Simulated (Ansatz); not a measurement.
The relaxed structure here is a generated cell of ZrCu: the first start was made by placing the elements on the sites of a structure type, and the end was not matched to a known phase here, so it may be hypothetical.

A relaxed cell of ZrCu (P6₃/mmc (No. 194)), relaxed on a k-mesh at least as fine as the one used below. Computed with PBE (plane waves to 420 eV, PAW, scalar-relativistic; Ansatz, a first-principles code). Γ-centred k-mesh 6×12×4 on the run's cell (coarser than for final values), Fermi–Dirac smearing 0.05 eV.

```
CELL_PARAMETERS angstrom
      6.18557     0.00000     0.00000
     -1.54639     2.67843     0.00000
      0.00000     0.00000     8.83505
ATOMIC_POSITIONS crystal
  Cu 0.33333 0.33333 0.75000
  Cu 0.83333 0.33333 0.75000
  Cu 0.16667 0.66667 0.25000
  Cu 0.66667 0.66667 0.25000
  Zr 0.00000 0.00000 0.00000
  Zr 0.50000 0.00000 0.00000
  Zr 0.00000 0.00000 0.50000
  Zr 0.50000 0.00000 0.50000
```

The atoms are displaced along an unstable phonon of this cell by (Å):

```csv
atom,ux,uy,uz
Cu1,0.130,0.075,0.000
Cu2,-0.130,-0.075,0.000
Cu3,-0.130,-0.075,0.000
Cu4,0.130,0.075,0.000
Zr5,0.004,0.002,-0.109
Zr6,-0.004,-0.002,0.109
Zr7,0.004,0.002,0.109
Zr8,-0.004,-0.002,-0.109
```

Task: What forces (eV/Å) and pressure result?

Result: 
```
atom     Fx     Fy     Fz
----  -----  -----  -----
Cu1    0.22   0.13   0.00
Cu2   -0.26  -0.15   0.00
Cu3   -0.22  -0.13   0.00
Cu4    0.26   0.15   0.00
Zr5    0.03   0.02  -0.26
Zr6   -0.03  -0.02   0.26
Zr7    0.03   0.02   0.26
Zr8   -0.03  -0.02  -0.26
```

Pressure -0.3 GPa.

The undisplaced cell is probably no minimum: from this displacement the run went on to Pmmn (No. 59), 0.10 eV/atom below it.

No spin polarisation in the result.
